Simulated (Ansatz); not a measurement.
The end point of a relaxation of VN. Space group P6₃/mmc (No. 194), NiAs type. Calculation: PBEsol (plane waves to 420 eV, PAW, scalar-relativistic; Ansatz, a quantum-chemistry and plane-wave program).

```cif
data_N2V2
_chemical_formula_sum 'V2 N2'
_space_group_name_H-M_alt 'P 1'
_space_group_IT_number 1
_cell_length_a 2.71785
_cell_length_b 2.71785
_cell_length_c 5.25916
_cell_angle_alpha 90.000
_cell_angle_beta 90.000
_cell_angle_gamma 120.000
loop_
_space_group_symop_operation_xyz
  'x, y, z'
loop_
_atom_site_label
_atom_site_type_symbol
_atom_site_fract_x
_atom_site_fract_y
_atom_site_fract_z
_atom_site_occupancy
V1 V 0.00000 0.00000 0.50000 1
V2 V 0.00000 0.00000 0.00000 1
N1 N 0.33333 0.66667 0.25000 1
N2 N 0.66667 0.33333 0.75000 1
```

### Question
Give the magnetic moment at the level PBEsol.

### Answer
Zero (the starting moments vanished).

No spin polarisation in the result: the starting moments vanished.

The run could not lose the symmetry of its start.

The first start was generated by placing the elements on the sites of a structure type. Materials Project lists a structure of VN in the same space group, P6₃/mmc (No. 194); the sites were not compared with it, nor with measured phases. Known forms of VN include space group No. 225.
